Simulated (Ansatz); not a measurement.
NaAg₂:
```yaml
crystal:
  lattice:
    - [0.00000, 3.95964, 3.95964]
    - [3.95964, 0.00000, 3.95964]
    - [3.95964, 3.95964, 0.00000]
  atoms:
    - { symbol: Ag, position: [0.12500, 0.12500, 0.12500] }
    - { symbol: Ag, position: [0.62500, 0.12500, 0.12500] }
    - { symbol: Ag, position: [0.12500, 0.12500, 0.62500] }
    - { symbol: Ag, position: [0.12500, 0.62500, 0.12500] }
    - { symbol: Na, position: [0.50000, 0.50000, 0.50000] }
    - { symbol: Na, position: [0.75000, 0.75000, 0.75000] }
```

Relaxed with r²SCAN.

Q: Map the valence electron density (e/Å³), cut off at 2 on the plane through (0.125, 0.125, 0.125) spanned by u = [1, 0, 0] and v = [-1, 1, 1] in lattice vectors, from r²SCAN (plane waves, PAW; program Ansatz).

A: x is the fraction of u, y of v (the angle between them is 90°; rows are the nearest grid lines); atoms in the plane: Ag at (0.00, 0.00), Ag at (0.50, 0.00), Na at (0.75, 0.38), Na at (0.25, 0.62).
```
|99999311139999999993111399999|
|99995210125999999952111259999|
|99973100013799999731101137999|
|32210000000122322110000011223|
|00000000000000000000000000000|
|00000000000000000000111000000|
|00000000000000000000111000000|
|00001389831000000000000000000|
|00017999997100000000000000000|
|00017999997100000000000000000|
|00003999993000000000000000000|
|00000011100000000000000000000|
|00000000000000000000111000000|
|00000000000000000039999930000|
|00000000000000000179999971000|
|00000000000000000179999971000|
|00000000000000000013898310000|
|00000011100000000000000000000|
|00000011100000000000000000000|
|00000000000000000000000000000|
|32211000001122322100000001223|
|99973110113799999731000137999|
|99995211125999999952101259999|
|99999311139999999993111399999|
```
Scale: ten equal steps from 0.029 (start of '0') to 2.00 (end of '9'), in the order '0123456789'; x runs from 0.000 to 1.00, y from 0.000 (bottom) to 1.00 (top).

The density is the valence pseudo-density with augmentation charge, so density and ELF within about 1 Å of a nucleus are not all-electron values.

Space group Fd-3m (cubic Laves (MgCu2 type)). The workflow started from an entry of the Crystallography Open Database (COD). Whether it is the stable phase at ambient conditions was not checked. Symmetry was held in the r²SCAN relaxation; whether a distortion lowers the energy is not shown. The run is not spin-polarised.

Potentials: the later of the program's two PAW sets.
